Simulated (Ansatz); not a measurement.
### Question
Name crystals whose computed values (the program Ansatz at the PBEsol level (PAW)) fall in these windows: highest Γ mode, no LO–TO term (cm⁻¹) 190 to 250; Θ_D (K) 260 to 340; G_Hill (GPa) 41 to 51.

### Answer


```
crystal                                     highest Γ mode, no LO–TO term (cm⁻¹)  Θ_D (K)  G_Hill (GPa)
------------------------------------------  ------------------------------------  -------  ------------
Cu3Sn, Pmmn (Cu on 2b, Cu on 4e, Sn on 2a)                                   225      312          46.5
ZrRh, Pnma (Zr on 4c, Rh on 4c)                                              224      304          50.7
Nb3Sn, A15 (Cr3Si type)                                                      209      287          45.6
InPd3, Cu3Au type                                                            205      277          49.2
Cu3Sn, P6_3/mmc (Cu on 6h, Sn on 2c)                                         226      310          46.0
```
Others may fit too.

Standing as an ambient phase not checked: Cu3Sn, Pmmn (Cu on 2b, Cu on 4e, Sn on 2a); ZrRh, Pnma (Zr on 4c, Rh on 4c); InPd3, Cu3Au type; Cu3Sn, P6_3/mmc (Cu on 6h, Sn on 2c). Perhaps ordered models of mixed-site phases: InPd3, Cu3Au type. All cells were relaxed under the symmetry of their starts (and spin orders); stability against distortions was not tested throughout. Rows with no word on spin ran without spin polarisation. Scalar-relativistic: spin–orbit coupling is off unless named, which matters more the heavier the elements.

Potentials: the later of the program's two PAW sets.
